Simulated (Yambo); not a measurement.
Consider the following.

```xyz
3
Lattice="0.0000 3.7361 3.7361 3.7361 0.0000 3.7361 3.7361 3.7361 0.0000" Properties=species:S:1:pos:R:3 pbc="T T T"
K      5.6042     5.6042     5.6042
K      1.8681     1.8681     1.8681
Pt     0.0000     0.0000     0.0000
```

Workflow: PBEsol (pw.x of Quantum ESPRESSO, ONCV potentials, with spin-orbit coupling), then G0W0 in Yambo (2×2×2 Γ-centred k mesh, bands 9 to 310 and a 7 Ry block in the screening, 310 bands in G with the Bruneval-Gonze terminator, plasmon pole fitted at 27.2 eV).

Question: Give the PBEsol and G0W0 gaps between the band edges found on this mesh, and say where the edges lie.

Answer: Edges: X → L. PBEsol: 0.97 eV; G0W0: 1.77 eV. Nearest settings tried, and what they do to the gap: 200 bands in W, 200 bands in G: -23 meV; 3 Ry block (65 vectors against 259): -118 meV. Not varied: mesh. So the settings aren't converged at that level. The k mesh is coarse. 

Geometry relaxed with PBEsol.

The structure is a Materials Project entry; no match was found in the copy of COD used, and its stability was not checked.
